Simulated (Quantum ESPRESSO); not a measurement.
## Kohn-Sham bands of SrGa2 (P6/mmm)

```xyz
3
Lattice="4.3079 0.0000 0.0000 -2.1539 3.7307 0.0000 0.0000 0.0000 4.8005" Properties=species:S:1:pos:R:3 pbc="T T T"
Sr     0.0000     0.0000     0.0000
Ga     2.1539    -1.2436     2.4003
Ga    -2.1539     1.2436     2.4003
```

Cell from Materials Project (mp-182), symmetrised, no further relaxation. Not found in the COD (Crystallography Open Database) copy used; not checked further. Level: LDA, no spin polarisation, no spin-orbit coupling; pw.x of Quantum ESPRESSO at 64 Ry with PseudoDojo potentials, 6×6×6 k-points, Wannier90. Density: 12×12×10 mesh, cold smearing 0.01 Ry.

### Question
List the Kohn-Sham levels between −8 and 3.0 eV relative to the Fermi level at the high-symmetry points, as a band run of pw.x on that density gives them (levels within 2 meV counted together).

### Answer
| point | k (reciprocal lattice) | levels (eV) |
|---|---|---|
| Γ | 0.000 0.000 0.000 | -0.68, 0.24 (×2), 0.36, 1.05 |
| M | 0.500 0.000 0.000 | -6.74, -5.65, -0.75, -0.39, 0.38, 2.63 |
| K | 0.333 0.333 0.000 | -5.93 (×2), -3.10, 0.52 (×2), 3.00 (×2) |
| A | 0.000 0.000 0.500 | -3.49, 0.96 (×2), 1.50, 2.40 (×2) |
| L | 0.500 0.000 0.500 | -6.87, -5.05, -1.19, -0.76, -0.74, 2.07 |
| H | 0.333 0.333 0.500 | -5.97 (×2), -2.24, -0.44 (×2) |
